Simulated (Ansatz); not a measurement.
input.yaml (Ansatz)

```yaml
crystal:
  lattice:
    - [4.4472083504, 0.0, 0.0]
    - [0.0, 4.4472083504, 0.0]
    - [0.0, 0.0, 4.4472083504]
  atoms:
    - { symbol: Cr, position: [1.0, 1.0, 0.0], spin: 1.5 }
    - { symbol: Cr, position: [0.5, 0.5, 0.5], spin: 1.5 }
    - { symbol: Cr, position: [0.25, 1.0, 0.5], spin: 1.5 }
    - { symbol: Cr, position: [0.75, 1.0, 0.5], spin: 1.5 }
    - { symbol: Cr, position: [0.5, 0.25, 0.0], spin: 1.5 }
    - { symbol: Cr, position: [0.5, 0.75, 1.0], spin: 1.5 }
    - { symbol: Cr, position: [0.0, 0.5, 0.25], spin: 1.5 }
    - { symbol: Cr, position: [0.0, 0.5, 0.75], spin: 1.5 }
hamiltonian:
  xc: lda
  pseudopotentials:
    kind: paw
    azcp:
      Cr: "pseudopotentials/Cr.paw.azcp"
basis:
  ecutwfc: 420
  fft_grid_basis: typed
kpoints:
  mp_grid: { grid: [8, 8, 8], shift: [0, 0, 0] }
magnetization:
  spin_polarized: true
scf:
  occupations: { method: fermi_dirac, width: 0.05 }
```

Output

```
Warning: the record states the generating functional pbe (its physics header spells it `PBE`), which answers neither for hamiltonian.xc's functional nor for the lda family's — results may be inconsistent (PPs are generated against a specific XC)
Engine: ansatz 0.2.0, x86_64-unknown-linux-gnu
Pseudopotentials: kind: paw
Pseudopotential: Cr, paw, valence charge 14, recommended cutoff 420 eV (normal) 
Functional definition: SPW92
  exchange = slater_x
  correlation = pw_c
Crystal: 8 atoms, lattice volume = 87.955 Å³
Basis set: ecut = 420 eV, 1743 PW (Γ)
Bands: 75, of which v1, the nominal top of the filled ones, is band 56 counted from 1 (55 counted from 0)
Symmetry: 48 space group operations
Space group: Pm-3n (ITA 223), of the structure as read, at distance tolerance 4.4e-5 Å
Magnetic group: BNS 223.104 (UNI 1606), of the structure as read, at distance tolerance 4.4e-5 Å
k-points: 35 of 512
Non-local potential: Cr, projectors of the file, l = 0: 3, l = 1: 2, l = 2: 3, l = 3: 1
PAW form: soft (Blöchl's): semilocal exchange-correlation on the pseudo side does not see the compensation charge
PAW frozen core: Cr, regenerated for the run's functional, and the local potential with it (the file was generated under x = pbe(κ = 0.804, μ = 0.2195149727645171), c = pbe(β = 0.06672455060314922))
PAW one-centre angular grid: Cr, 590 points (default); XC on 64 Gauss nodes
Initial density: superposition of atomic densities (chi_scale 0.1, normalization cell)
Starting moments: Σ|m| = 12 μB on 8 of 8 sites
Initial wavefunctions: pseudopotential atomic-orbital guess
Functional: x = slater, c = lda
SCF iter   1: F=—  HF=-26608.936195 eV  |F-HF|=—  |Δ(HF+E_count)|=         —  Δρ=2.35e-1 (↑2.35e-1 ↓7.50e-2)  dr2=4.41e1  dr2_m=1.17e1  M=0.387 μB ∫|m|=0.461 μB  β_m=0.30  ethr=3.10e-3  ⟨swp⟩=4.0  Hψ=14813  notcnv=0
Mixer restart at iter 1: flushing history
spin=Collinear: Kerker preconditioning applied to the charge; magnetization (m = ρ↑ − ρ↓) channel mixes plain (no charge-response kernel on spin).
SCF iter   2: F=—  HF=-26590.893596 eV  |F-HF|=—  |Δ(HF+E_count)|=    1.80e1  Δρ=1.44e-1 (↑1.44e-1 ↓5.44e-2)  dr2=1.33e1  dr2_m=5.83e0  M=0.307 μB ∫|m|=0.399 μB  β_m=0.51  ethr=3.10e-3  ⟨swp⟩=2.9  Hψ=10457  notcnv=0  defer=593
SCF iter   3: F=—  HF=-26583.876160 eV  |F-HF|=—  |Δ(HF+E_count)|=    7.02e0  Δρ=2.58e-2 (↑2.58e-2 ↓2.56e-2)  dr2=2.39e-1  dr2_m=4.02e-1  M=0.097 μB ∫|m|=0.167 μB  β_m=0.67  ethr=3.10e-3  ⟨swp⟩=2.9  Hψ=10438  notcnv=0  defer=567
SCF iter   4: F=—  HF=-26584.011269 eV  |F-HF|=—  |Δ(HF+E_count)|=   1.35e-1  Δρ=3.13e-3 (↑2.07e-3 ↓3.13e-3)  dr2=9.70e-3  dr2_m=5.59e-4  M=0.001 μB ∫|m|=0.024 μB  β_m=0.84  ethr=2.13e-4  ⟨swp⟩=4.0  Hψ=11338  notcnv=0  defer=314
SCF iter   5: F=—  HF=-26584.025723 eV  |F-HF|=—  |Δ(HF+E_count)|=   1.45e-2  Δρ=2.54e-3 (↑2.13e-3 ↓2.54e-3)  dr2=1.33e-2  dr2_m=4.69e-5  M=0.000 μB ∫|m|=0.005 μB  β_m=0.72  ethr=8.66e-6  ⟨swp⟩=2.1  Hψ=10047  notcnv=0  defer=314
SCF iter   6: F=—  HF=-26584.022861 eV  |F-HF|=—  |Δ(HF+E_count)|=   2.86e-3  Δρ=6.73e-4 (↑5.35e-4 ↓6.73e-4)  dr2=1.06e-3  dr2_m=1.43e-5  M=0.001 μB ∫|m|=0.002 μB  β_m=0.64  ethr=8.66e-6  ⟨swp⟩=2.0  Hψ=9764  notcnv=0  defer=314
SCF iter   7: F=—  HF=-26584.022690 eV  |F-HF|=—  |Δ(HF+E_count)|=   1.71e-4  Δρ=1.90e-4 (↑1.90e-4 ↓1.26e-4)  dr2=4.21e-5  dr2_m=3.98e-6  M=0.000 μB ∫|m|=0.001 μB  β_m=0.80  ethr=9.46e-7  ⟨swp⟩=3.0  Hψ=10640  notcnv=0  defer=314
SCF iter   8: F=—  HF=-26584.022747 eV  |F-HF|=—  |Δ(HF+E_count)|=   5.72e-5  Δρ=5.42e-5 (↑5.42e-5 ↓5.16e-5)  dr2=7.59e-6  dr2_m=4.56e-7  M=0.000 μB ∫|m|=0.000 μB  β_m=0.90  ethr=3.76e-8  ⟨swp⟩=2.4  Hψ=9398  notcnv=0  defer=314
SCF iter   9: F=—  HF=-26584.022749 eV  |F-HF|=—  |Δ(HF+E_count)|=   1.47e-6  Δρ=1.14e-5 (↑1.14e-5 ↓9.44e-6)  dr2=3.24e-7  dr2_m=1.14e-9  M=-0.000 μB ∫|m|=0.000 μB  β_m=0.95  ethr=6.78e-9  ⟨swp⟩=2.0  Hψ=7969  notcnv=0  defer=314
SCF iter  10: F=—  HF=-26584.022749 eV  |F-HF|=—  |Δ(HF+E_count)|=   1.76e-7  Δρ=8.53e-6 (↑8.53e-6 ↓7.57e-6)  dr2=2.57e-7  dr2_m=5.71e-10  M=-0.000 μB ∫|m|=0.000 μB  β_m=0.97  ethr=2.90e-10  ⟨swp⟩=2.0  Hψ=5879  notcnv=0  defer=314
SCF iter  11: F=—  HF=-26584.022749 eV  |F-HF|=—  |Δ(HF+E_count)|=   1.41e-8  Δρ=8.70e-7 (↑8.70e-7 ↓5.76e-7)  dr2=2.43e-9  dr2_m=4.22e-11  M=-0.000 μB ∫|m|=0.000 μB  β_m=0.99  ethr=2.30e-10  ⟨swp⟩=2.0  Hψ=6738  notcnv=0  defer=314
SCF iter  12: F=-26584.022749 eV  HF=-26584.022749 eV  |F-HF|=1.06e-10  |Δ(HF+E_count)|=  4.37e-11  Δρ=1.75e-7 (↑1.75e-7 ↓1.23e-7)  dr2=1.19e-10  dr2_m=7.70e-13  M=0.000 μB ∫|m|=0.000 μB  ethr=2.17e-12  ⟨swp⟩=6.3  Hψ=16161  notcnv=0
SCF 1 converged in 12 iterations: F = -26584.022749 eV  dr2 = 1.19e-10
WARN: the starting moments were not kept: the SCF closed with an absolute magnetisation of 3.1e-6 μB, where they sum to 12 μB in size (8 sites). That is at most 0.1 of that sum. Measured as dr2_m measures the in/out step, that magnetisation stands 1.6e-12 eV from none, at or under the dr2_threshold of 1.0e-7 eV: it is no larger than a step whose dr2_m would equal this threshold. The system may hold no moment; this SCF shows only that its start led to no more than that. To try another start: raise the starting moments (crystal.atoms[].spin, magnetization.per_species, magnetization.initial_magnetization, or on a non-collinear deck that types none of these the spinor_matrix: blocks that start its atoms; where the total moment is fixed, keep their sum and leave initial_magnetization as it is; typed ones take the place of any that the run laid by itself, positive ones on a crystal's lanthanoids without a Hubbard term where scf.initial_density.shell_occupations: [] is typed) or, if the notice of its spin-set hold's release reads "site moments contracting" or "site moments show no strong build", lengthen the hold (scf.mixing.spin_hold: { on: { confirm: 4 } }; for m-r²SCAN on two components see the key's manual first). Each may lead to a state that holds a moment. A second SCF, from the converged charge density, with the starting moments and any scf.initial_density.shell_occupations laid on it anew, would have followed, and was not run: the deck does not ask for one (magnetization.retry_lost_moments is false, the default). To let it run, set magnetization.retry_lost_moments: true and run the deck again, where that key's refused combinations let it; where memory then withholds it, that run's warning says so.
SCF converged after 12 iterations
Magnetization: 0.0000 μB (56.0000 up, 56.0000 down)
Absolute magnetization: 0.0000 μB (∫|ρ↑−ρ↓|, with the PAW one-centre terms)
Spin contamination: 0.0000 ħ² per cell (⟨S²⟩ above its minimum at these occupations)
Per-site moments (μB) at R_I (Å): [(7.559569640375467e-7, 1.0255018312274078), (7.559569640532555e-7, 1.0255018312274078), (-2.0274295982101243e-7, 0.9172367222700001), (-2.027429597234694e-7, 0.9172367222700001), (-2.0274295987616685e-7, 0.9172367222700001), (-2.0274295976593768e-7, 0.9172367222700001), (-2.0274296002486448e-7, 0.9172367222700001), (-2.0274295997864338e-7, 0.9172367222700001)]
Free energy (F): -26584.022749 eV
Harris-Foulkes:  -26584.022749 eV  (|F-HF|=1.06e-10)
Internal energy: -26583.988689 eV  (E = F + TS)
E sigma→0 (E₀):  -26584.005719 eV
Entropy (-TS):   -0.034060 eV (-4.257 meV/atom)
Fermi energy:    20.041101 eV
--- Per-component energies (eV) ---
  E_band       = -1049.284060
  E_kinetic    = 2763.501464
  E_local      = -9161.433791  (includes V_loc(G=0)·N_el)
  E_nonlocal   = 670.473760
  E_hartree    = 4020.282826
  E_xc         = -1118.639017
  E_vxc        = -1435.126969  (∫ρ·V_xc dr)
  E_paw        = -9130.466764  (= ΣΔE_a)
  E_vpaw       = -1927.267893  (= ΣTr[D̂ρ^β])
  E_aug_tail   = 0.003650  (compensation charges beyond the density's cutoff)
  E_ewald      = -14630.631814
  E_core_change = 2.920998  (= ΣΔE_core)
  E_smearing   = -0.034060  (= −TS)
  E_closure    = -0.000000  (closes the sum)
  Σ components = -26584.022749   (vs F -26584.022749, Δ=0.00e0)
```
